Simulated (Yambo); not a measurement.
G0W0@LDA for BaTiO3 (cubic perovskite, space group Pm-3m, No. 221) in Yambo. Reference settings: 4×4×4 Γ-centred k mesh, bands 2 to 125 and a 8 Ry block in the screening, 125 bands in G with the Bruneval-Gonze terminator, plasmon pole fitted at 27.2 eV. The LDA gap R → Γ on this mesh is 1.74 eV; G0W0 gaps are taken between the same points.

```tsv
change from the reference	G0W0 gap R → Γ (eV)	shift of the valence edge (eV)
reference settings	3.24	-0.28
6 Ry block	3.22	-0.24
35 bands in W, 35 bands in G, 6 Ry block	3.36	0.04
exchange cut at 5 Ry	3.81	2.48
51 bands in W, 51 bands in G, no terminator	3.45	0.33
96 bands in W, 96 bands in G, 5 Ry block	3.24	-0.18
51 bands in W, 51 bands in G, 5 Ry block	?	-0.05
72 bands in W, 72 bands in G, no terminator	?	0.17
```

Problem. Estimate the withheld gaps from the other rows; the computed values follow.

Solution. 
- 51 bands in W, 51 bands in G, 5 Ry block, G0W0 gap R → Γ (eV): 3.30
- 72 bands in W, 72 bands in G, no terminator, G0W0 gap R → Γ (eV): 3.41

The reference isn't shown to be the converged limit.

Geometry of the Materials Project entry, not relaxed at this level; primitive cell a = b = c = 4.0077 Å, α = β = γ = 90.00°.

This is not the ordinary phase of the substance.

A shift is the quasiparticle energy of the state minus its LDA energy.
